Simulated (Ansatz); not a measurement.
Consider the following.

TiO:
```cif
data_O3Ti3
_chemical_formula_sum 'Ti3 O3'
_space_group_name_H-M_alt 'P 1'
_space_group_IT_number 1
_cell_length_a 4.03350
_cell_length_b 4.03350
_cell_length_c 4.03350
_cell_angle_alpha 90.000
_cell_angle_beta 90.000
_cell_angle_gamma 90.000
loop_
_space_group_symop_operation_xyz
  'x, y, z'
loop_
_atom_site_label
_atom_site_type_symbol
_atom_site_fract_x
_atom_site_fract_y
_atom_site_fract_z
_atom_site_occupancy
Ti1 Ti 0.50000 0.50000 0.00000 1
Ti2 Ti 0.00000 0.50000 0.50000 1
Ti3 Ti 0.50000 0.00000 0.50000 1
O1 O 0.00000 0.50000 0.00000 1
O2 O 0.50000 0.00000 0.00000 1
O3 O 0.00000 0.00000 0.50000 1
```

This is the PBEsol-relaxed structure.

All from plane-wave PAW PBEsol (Ansatz code), unless another level is named. Estimate the Poisson's ratio.

0.36.

Predict the elastic constants (relaxed ions, GPa).

C11 = 341, C12 = 167, C44 = 59.3.

Space group Pm-3m. The workflow started from a Materials Project entry (that database holds measured and hypothetical structures alike); the Crystallography Open Database copy checked does not list it. COD files the formula under space group No. 12, 225. Whether it is the stable phase at ambient conditions was not checked. Symmetry was held in the PBEsol relaxation; whether a distortion lowers the energy is not shown. The workflow began spin-polarised and lost its moments. The compound may be a true metal, but semilocal functionals without U, or a wrong spin order, can also close a gap. As this level gives no gap, shear constants depend on the k-mesh and smearing (Fermi–Dirac, 0.1 eV here).

Potentials: the later of the program's two PAW sets.
